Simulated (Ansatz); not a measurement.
MgS (wurtzite, P6_3mc), plane-wave PAW r²SCAN (Ansatz code). The conduction-band minimum lies at Γ, with 1 equivalent valley. Second derivatives d²E/dk² of the lowest band at one valley (eV·Å²), along Cartesian directions:

```json
[
 {"direction": "[100]", "d²E/dk²": "27.30"},
 {"direction": "[010]", "d²E/dk²": "27.30"},
 {"direction": "[001]", "d²E/dk²": "28.21"},
 {"direction": "[110]", "d²E/dk²": "27.30"},
 {"direction": "[101]", "d²E/dk²": "27.76"},
 {"direction": "[011]", "d²E/dk²": "27.76"}
]
```

Problem. Find the principal effective masses, the density-of-states mass and the conductivity mass.

Solution. Off-diagonal terms follow from H_xy = H[110] − (H_xx + H_yy)/2, and m*/mₑ = 7.620 eV·Å² over each eigenvalue: 0.27, 0.28, 0.28. One valley's DOS mass (m₁m₂m₃)^(1/3) = 0.28, conductivity mass 3/(Σ 1/mᵢ) = 0.28 mₑ.

Problem. What effective density of states Nc follows at 300 K for parabolic valleys?

Solution. Nc = 2.509e19 × 1 × (0.28)^(3/2) ≈ 3.7e18 cm⁻³.

The cell is a constructed one: a structure type filled with these elements; the Crystallography Open Database copy checked does not list it. COD files the formula under space group No. 225, so this cell is another polymorph or a model. Whether it is the stable phase at ambient conditions was not checked. The cell was relaxed with r²SCAN under the symmetry of its start; its stability against distortions is not shown here.

Potentials: the later of the program's two PAW sets.

Edges and masses are those of Kohn–Sham bands, whose gap is no quasiparticle gap.
